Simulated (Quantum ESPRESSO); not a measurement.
# Moving one atom in HfIn3O5N

These are calculations, not measurements. They come from pw.x of Quantum ESPRESSO 7.5, a plane-wave density functional program, with PseudoDojo standard norm-conserving files (v0.5 for PBE, v0.4.1 for LDA and PBEsol). The cells are made up: elements, strain and atom displacements were drawn at random, and nothing was relaxed. There is no spin polarisation, spin-orbit coupling or dispersion term.

The hafnium file is less sure than the others, with forces about 3 percent (worst 6) and pressure in oxides about 1.5 GPa (worst 2.7) from a second method in checks, which no rerun with the same files tests.

The cell has 10 sites of a corundum lattice. Sites 1 to 4 hold Hf In In In; sites 5 to 10 hold O O O O N O. Cell vectors in Å: (2.751, 1.601, 4.879); (-2.746, 1.567, 4.887); (-0.028, -3.223, 4.901). Settings: PBE, cutoff 1143 eV, 5 x 5 x 5 k mesh shifted by half a step, Fermi-Dirac smearing of 0.025 eV.

Each run shifts the In atom on site 2 along z and leaves all else fixed. Site 7 is one of its nearest neighbours. E is the free energy of the cell above the lowest run shown.

```
run  shift (Å)  Fz on site 2 (eV/Å)  Fz on site 7 (eV/Å)  P (GPa)  E (meV)
  1    -0.1634                0.921                1.113     7.97     19.5
  2    -0.1375                0.580                1.184     7.97      0.0
  4    -0.0324               -1.043                1.569     8.27     20.8
  5     0.0201               -2.000                1.825     8.64    100.2
  6     0.0486               -2.560                1.983     8.90    165.1
  7     0.1330               -4.388                2.529     9.98    456.5
  3    -0.1171                    ?                    ?        ?        ?
```

A rerun of one of these cells at 1437 eV and k mesh 7 x 7 x 7 moved values by no more than 0.003 eV in the cell's energy, 0.03 GPa in stress and 0.002 eV/Å in force.

## Worked fit

A parabola through the six runs shown gives Fz on site 2 = -1.622 - 18.45 u - 17.7 u² eV/Å, with u in Å and a scatter of 0.001 eV/Å. Minus the slope, 18.45 ± 0.01 eV/Å², is this atom's force constant along z at u = 0, with its periodic images moving too. The fitted force vanishes at u = -0.097 Å, where the energy should be lowest along this line. The error is the larger of the fit's own and the change that a cubic makes, rounded up.

## Withheld run

Question: what Fz on site 2 should run 3 give?

The fit gives 0.296 eV/Å. The calculation gave 0.296 eV/Å.

| run | shift (Å) | Fz on site 2 (eV/Å) | Fz on site 7 (eV/Å) | P (GPa) | E (meV) |
| --- | --- | --- | --- | --- | --- |
| 3 | -0.1171 | 0.296 | 1.246 | 7.98 | -9.0 |